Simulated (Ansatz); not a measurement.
Calculated field gradients at the nuclei for Sr4GeN4

The cell is a computed structure from the Materials Project (it need not be an observed phase), its atoms then relaxed with PBE in this cell.

Space group P-1 (No. 2); a = 6.7666, b = 6.8868, c = 8.5764 Å, α = 82.30°, β = 74.16°, γ = 60.71°.

| site | Wyckoff | site symmetry | x | y | z |
| --- | --- | --- | --- | --- | --- |
| Sr1 | 2i | 1 | 0.3829 | 0.2052 | 0.8670 |
| Sr3 | 2i | 1 | 0.7631 | 0.2738 | 0.0561 |
| Sr5 | 2i | 1 | 0.4639 | 0.2733 | 0.4435 |
| Sr7 | 2i | 1 | 0.0877 | 0.7934 | 0.3673 |
| Ge | 2i | 1 | 0.1243 | 0.2519 | 0.2500 |
| N11 | 2i | 1 | 0.2769 | 0.0396 | 0.4086 |
| N13 | 2i | 1 | 0.1825 | 0.0398 | 0.0919 |
| N15 | 2i | 1 | 0.2889 | 0.4199 | 0.1600 |
| N17 | 2i | 1 | 0.2073 | 0.5773 | 0.6603 |

One atom of each set is listed.

The numbers come from a DFT calculation in Ansatz (PBE, plane waves and PAW, scalar-relativistic, 420 eV cutoff, Γ-centred 5×5×4 k-points, Fermi–Dirac smearing 0.02 eV).

V_zz is the principal component of the electric field gradient with the largest magnitude, η = (V_xx − V_yy)/V_zz and C_Q = eQV_zz/h.

⁸⁷Sr: I = 9/2, Q = 305.0 mb; ⁷³Ge: I = 9/2, Q = -196.0 mb; 14N: I = 1, Q = 20.44 mb. Q values from Pyykkö, Mol. Phys. 116, 1328 (2018).

(1) Which values are expected at the nuclei?

## Answers

(1) 

```csv
site,atoms,first shell,"V_xx, V_yy, V_zz (10²¹ V/m²)",η,C_Q (MHz)
Sr1,2,5 N at 2.52–2.85 Å,"-1.61, -8.21, 9.82",0.67,72.4
Sr3,2,5 N at 2.47–2.85 Å,"-0.74, -6.66, 7.40",0.80,54.6
Sr5,2,5 N at 2.47–2.84 Å,"-0.87, -6.41, 7.28",0.76,53.7
Sr7,2,5 N at 2.52–2.85 Å,"-1.54, -8.26, 9.80",0.69,72.3
Ge,2,4 N at 1.93–1.95 Å,"0.078, 2.19, -2.27",0.93,10.8
N11,2,1 Ge at 1.95 Å; also 5 Sr at 2.47–2.83 Å,"-1.23, -2.47, 3.70",0.34,1.83
N13,2,1 Ge at 1.95 Å; also 5 Sr at 2.47–2.83 Å,"-1.20, -2.48, 3.68",0.35,1.82
N15,2,1 Ge at 1.93 Å; also 5 Sr at 2.57–2.85 Å,"-1.60, -1.85, 3.45",0.07,1.70
N17,2,1 Ge at 1.93 Å; also 5 Sr at 2.56–2.85 Å,"-1.62, -1.82, 3.45",0.06,1.70
```

At N11, N13, N15 and N17 V_zz points along its bond to Ge (within 8°) in each case.

Without spin–orbit coupling (the program notes it for Sr) the gradients can shift somewhat, as the gap is small. Where η is near 1 the sign of V_zz means little.

The relaxation (3 steps) took 5.2 min of wall time (10 min of CPU time) and 1.6 GiB at its peak, on 2 threads of Arm Neoverse N1 (aarch64; 36 cores open to the job, memory cap 5.0 GiB, no GPU), a shared host with a load of 0.9 a core.
